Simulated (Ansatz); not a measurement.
BeTe:
```cif
data_BeTe
_chemical_formula_sum 'Be1 Te1'
_space_group_name_H-M_alt 'P 1'
_space_group_IT_number 1
_cell_length_a 4.00023
_cell_length_b 4.00023
_cell_length_c 4.00023
_cell_angle_alpha 60.000
_cell_angle_beta 60.000
_cell_angle_gamma 60.000
loop_
_space_group_symop_operation_xyz
  'x, y, z'
loop_
_atom_site_label
_atom_site_type_symbol
_atom_site_fract_x
_atom_site_fract_y
_atom_site_fract_z
_atom_site_occupancy
Be1 Be 0.75000 0.75000 0.75000 1
Te1 Te 0.50000 0.50000 0.50000 1
```

Relaxed with r²SCAN. Independent-particle spectrum: no excitons, no local fields, no scissors shift; 0.1 eV broadening; ε₁ of the summed bands alone.

Question: Tabulate the dielectric function from DFT-r²SCAN in the program Ansatz with PAW potentials.

Answer: 

```
E (eV)  ε₁ xx  ε₂ xx
------  -----  -----
0.0      7.04   0.00
0.4      7.07   0.00
0.8      7.16   0.00
1.2      7.32   0.00
1.6      7.56   0.00
2.0      7.90   0.00
2.4      8.37   0.00
2.8      9.05   0.00
3.2     10.06   0.00
3.6     11.74   0.00
4.0     15.85   0.42
4.4     18.68   7.24
4.8     16.67  13.30
5.2     17.21  19.28
5.6     -7.50  24.30
6.0     -3.51  14.40
6.4     -5.90  12.01
6.8     -6.55   8.63
7.2     -5.44   6.42
7.6     -4.73   5.00
8.0     -4.19   4.07
8.4     -3.72   3.20
8.8     -3.14   2.51
9.2     -2.29   2.35
9.6     -2.46   2.10
10.0    -2.09   1.81
10.4    -1.81   1.56
10.8    -1.64   1.51
11.2    -1.53   1.29
11.6    -1.39   1.12
12.0    -1.22   0.95
```

Question: From ε at 4.3 eV (xx: 18.66 + 5.63i), find n, k, the normal reflectivity and the absorption coefficient.

Answer: n = 4.37, k = 0.645, R = 40 %, α = 2kE/ħc = 280000 cm⁻¹.

With all bands, ε∞ without local fields is 7.11.

Space group F-43m (zinc blende). The cell was relaxed with r²SCAN under the symmetry of its start. The volume moved by 29 % from the start of the relaxation. Scalar-relativistic: spin–orbit coupling is off unless named, which matters more the heavier the elements.

Potentials: the later of the program's two PAW sets.
